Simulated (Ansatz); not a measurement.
P:
```yaml
crystal:
  lattice:
    - [3.28511, 0.00000, 0.00000]
    - [0.00000, 4.58566, 0.00000]
    - [0.00000, 0.00000, 30.00000]
  atoms:
    - { symbol: P, position: [0.00000, 0.91016, 0.53482] }
    - { symbol: P, position: [0.50000, 0.58984, 0.53482] }
    - { symbol: P, position: [0.00000, 0.08984, 0.46518] }
    - { symbol: P, position: [0.50000, 0.41016, 0.46518] }
```
Free-standing layer in the xy plane with vacuum along z and no interaction between images.

Relaxed with r²SCAN+D4.

Q: Tabulate the total density of states from DFT-r²SCAN+D4 in the program Ansatz with PAW potentials.

A: States/eV per cell of 4 atoms, means over 0.25 eV bins, energy of the bin centre from the valence-band maximum.

```tsv
E (eV)	total
-7.85	0.55
-7.60	0.50
-7.35	0.47
-7.10	0.43
-6.85	0.40
-6.60	0.41
-6.35	0.78
-6.10	2.05
-5.85	2.01
-5.60	1.88
-5.35	3.28
-5.10	1.55
-4.85	1.24
-4.60	1.63
-4.35	1.54
-4.10	1.62
-3.85	2.00
-3.60	3.19
-3.35	3.28
-3.10	2.94
-2.85	1.66
-2.60	1.44
-2.35	0.66
-2.10	1.36
-1.85	2.57
-1.60	3.69
-1.35	3.47
-1.10	2.10
-0.85	1.51
-0.60	0.74
-0.35	0.48
-0.10	0.33
0.15	0.00
0.40	0.00
0.65	0.00
0.90	0.00
1.15	0.22
1.40	1.14
1.65	1.77
1.90	1.94
2.15	2.42
2.40	2.85
2.65	3.31
2.90	3.89
3.15	3.74
3.40	3.56
3.65	2.54
3.90	2.33
4.15	2.11
4.40	2.10
4.65	2.00
4.90	2.58
```

Space group Pmna (puckered). A layer that has been made, often on a substrate. The r²SCAN+D4 relaxation kept the symmetry of its start; its stability against distortions is not shown here.

Potentials: the earlier of the program's two PAW sets.
